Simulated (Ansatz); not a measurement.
**GaSb: computed property card**

GaSb:
```
CELL_PARAMETERS angstrom
      3.53622     0.00000     0.00000
      0.00000     3.53622     0.00000
      0.00000     0.00000     3.53622
ATOMIC_POSITIONS crystal
  Ga 0.00000 0.00000 0.00000
  Sb 0.50000 0.50000 0.50000
```

Space group Pm-3m (No. 221), CsCl type; conventional cell a = b = c = 3.5362 Å, α = β = γ = 90.00°.

Method: PBEsol in the plane-wave PAW code Ansatz. The cell and atoms are relaxed at this level. Other levels are named where they apply.

### Cell and energy

| Item | Value |
|---|---|
| Volume per atom | 22.11 Å³ |
| Density | 7.19 g/cm³ |
| Formation energy from the elements (no fitted shifts) | 0.11 eV/atom |

### Electronic structure

| Item | Value |
|---|---|
| Electronic character | metallic (no gap) |
| Density of states at the Fermi level | 0.53 states/eV per atom (mean over ±0.08 eV) |
| Gap with spin–orbit coupling | none (metallic) |

### Mechanics

| Quantity | Result |
|---|---|
| Bulk modulus (Birch–Murnaghan fit) | 611 kbar |
| Pressure derivative B′ | 5.8 |
| Elastic constants (relaxed ions, GPa) | C11 = 52.8, C12 = 65.6, C44 = 15.1 |
| Mechanical stability | unstable (C has a negative eigenvalue) |

### Phonons

| Quantity | Value |
|---|---|
| Highest zone-centre frequency | 97 cm⁻¹ |
| Zone-centre stability | no imaginary mode at Γ |

A made-up cell: these elements were put on the sites of a structure type; neither database checked (COD, Materials Project) lists it. It is not the phase usual at ambient conditions (space group No. 216). The PBEsol relaxation kept the symmetry of its start. As this level gives no gap, shear constants depend on the k-mesh and smearing (Fermi–Dirac, 0.1 eV here). As this level gives no gap, phonon frequencies hold no LO–TO term and depend on the k-mesh and smearing (Fermi–Dirac, 0.1 eV here). On the denser mesh and wider smearing of the elastic run this cell carries a stress of 0.3 GPa. The references are the lowest solids computed at this level, not always the standard phases. Scalar-relativistic: spin–orbit coupling is off unless named, which matters more the heavier the elements.

Potentials: the later of the program's two PAW sets.
